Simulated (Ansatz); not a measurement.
LiCl (rock salt, space group No. 225), the program Ansatz at the PBE level (PAW). The conduction-band minimum lies at Γ, with 1 equivalent valley. Second derivatives d²E/dk² of the lowest band at one valley (eV·Å²), along Cartesian directions:

| direction | d²E/dk² |
|---|---|
| [100] | 16.28 |
| [010] | 16.28 |
| [001] | 16.28 |
| [110] | 16.28 |
| [101] | 16.28 |
| [011] | 16.28 |

Q: Find the principal effective masses, the density-of-states mass and the conductivity mass.

A: Off-diagonal terms follow from H_xy = H[110] − (H_xx + H_yy)/2, and m*/mₑ = 7.620 eV·Å² over each eigenvalue: 0.47, 0.47, 0.47. One valley's DOS mass (m₁m₂m₃)^(1/3) = 0.47, conductivity mass 3/(Σ 1/mᵢ) = 0.47 mₑ.

Q: What effective density of states Nc follows at 300 K for parabolic valleys?

A: Nc = 2.509e19 × 1 × (0.47)^(3/2) ≈ 8.1e18 cm⁻³.

Space group Fm-3m (rock salt). The cell was relaxed with PBE under the symmetry of its start.

Potentials: the earlier of the program's two PAW sets.

Edges and masses are those of Kohn–Sham bands, whose gap is no quasiparticle gap.
